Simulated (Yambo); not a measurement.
```
CsOH
1.0
    2.16114    -5.69133     0.00000
    2.16114     5.69133     0.00000
    0.00000     0.00000     4.50427
H O Cs
2 2 2
Cartesian
  2.16114  -0.37574   2.73679
  2.16114   0.37574   0.48466
  2.16114  -1.04334   3.44766
  2.16114   1.04334   1.19552
  2.16114  -4.11631   3.31825
  2.16114   4.11631   1.06612
```

CsOH (space group Cmc2_1, No. 36): mean Im ε in 1 eV windows above the direct gap of 5.70 eV, for different electron-hole kernels (Yambo, broadening 0.15 eV, PBEsol (Quantum ESPRESSO, PseudoDojo norm-conserving, 84 Ry, scalar-relativistic) bands; 6×6×4 mesh, 6 valence and 10 conduction bands, static screening with 57 bands and a 3 Ry block, scissor 1.98 eV, Tamm-Dancoff; field along x).

```json
[
 {"window (eV)": "5.7 to 6.7", "independent quasiparticles": "0.5", "BSE": "3.5"},
 {"window (eV)": "6.7 to 7.7", "independent quasiparticles": "2.2", "BSE": "1.4"},
 {"window (eV)": "7.7 to 8.7", "independent quasiparticles": "2.6", "BSE": "0.9"},
 {"window (eV)": "8.7 to 9.7", "independent quasiparticles": "2.0", "BSE": "0.9"},
 {"window (eV)": "9.7 to 10.7", "independent quasiparticles": "1.2", "BSE": "1.0"}
]
```

This run doesn't resolve bound excitons or single peaks, so only averages are given, and they too depend on the mesh; weight that the attraction moves below the gap isn't listed. All transitions below 11.54 eV are in the band window. The scissor comes from a G0W0 run whose convergence isn't established.

Geometry of the Materials Project entry, not relaxed at this level.

The structure is a Materials Project entry; no match was found in the copy of COD used, and its stability was not checked.
